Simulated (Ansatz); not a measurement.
Zr3As:
```
CELL_PARAMETERS angstrom
     11.02114     0.00000     0.00000
      0.00000    11.02114     0.00000
      0.00000     0.00000     5.47156
ATOMIC_POSITIONS crystal
  Zr 0.58330 0.89456 0.03755
  Zr 0.60544 0.08330 0.53755
  Zr 0.41670 0.10544 0.03755
  Zr 0.39456 0.91670 0.53755
  Zr 0.91670 0.60544 0.46245
  Zr 0.89456 0.41670 0.96245
  Zr 0.08330 0.39456 0.46245
  Zr 0.10544 0.58330 0.96245
  Zr 0.02664 0.86062 0.71615
  Zr 0.63938 0.52664 0.21615
  Zr 0.97336 0.13938 0.71615
  Zr 0.36062 0.47336 0.21615
  Zr 0.47336 0.63938 0.78385
  Zr 0.86062 0.97336 0.28385
  Zr 0.52664 0.36062 0.78385
  Zr 0.13938 0.02664 0.28385
  Zr 0.18124 0.28470 0.98844
  Zr 0.21530 0.68124 0.48844
  Zr 0.81876 0.71530 0.98844
  Zr 0.78470 0.31876 0.48844
  Zr 0.31876 0.21530 0.51156
  Zr 0.28470 0.81876 0.01156
  Zr 0.68124 0.78470 0.51156
  Zr 0.71530 0.18124 0.01156
  As 0.04034 0.79438 0.21115
  As 0.70562 0.54034 0.71115
  As 0.95966 0.20562 0.21115
  As 0.29438 0.45966 0.71115
  As 0.45966 0.70562 0.28885
  As 0.79438 0.95966 0.78885
  As 0.54034 0.29438 0.28885
  As 0.20562 0.04034 0.78885
```

Relaxed with r²SCAN. Special points in fractions of this cell's reciprocal vectors: Γ (0.000, 0.000, 0.000); X (0.000, 0.500, 0.000); M (0.500, 0.500, 0.000); Z (0.000, 0.000, 0.500); R (0.000, 0.500, 0.500); A (0.500, 0.500, 0.500).

Q: List the band energies nearest the Fermi level at these points for r²SCAN (plane waves, PAW; program Ansatz).

A: In eV from the Fermi level; about four levels below and three above (degenerate sets whole), none deeper than 8.9 eV; points with the same levels are listed once.

```tsv
k	below	above
Γ	-0.27 -0.20 -0.07 -0.02	0.25 0.37 0.37
X	-0.34 -0.34 -0.03 -0.03	0.19 0.19 0.29 0.29
M	-0.18 -0.18 -0.16 -0.16	0.25 0.25 0.29 0.29
Z	-0.17 -0.17 -0.02 -0.02	0.14 0.14 0.38 0.38
R	-0.24 -0.24 -0.05 -0.05	0.01 0.01 0.11 0.11
A	-0.20 -0.20 -0.11 -0.11	0.03 0.08 0.08
```

Space group P4_2/n. The first step of the workflow began from a Materials Project structure, measured or hypothetical; the Crystallography Open Database copy checked does not list it. Its standing as an ambient phase is unchecked. Symmetry was held in the r²SCAN relaxation; its stability against distortions is not shown here. No spin polarisation was allowed. Spin–orbit coupling is left out wherever it is not named.

Potentials: the later of the program's two PAW sets.
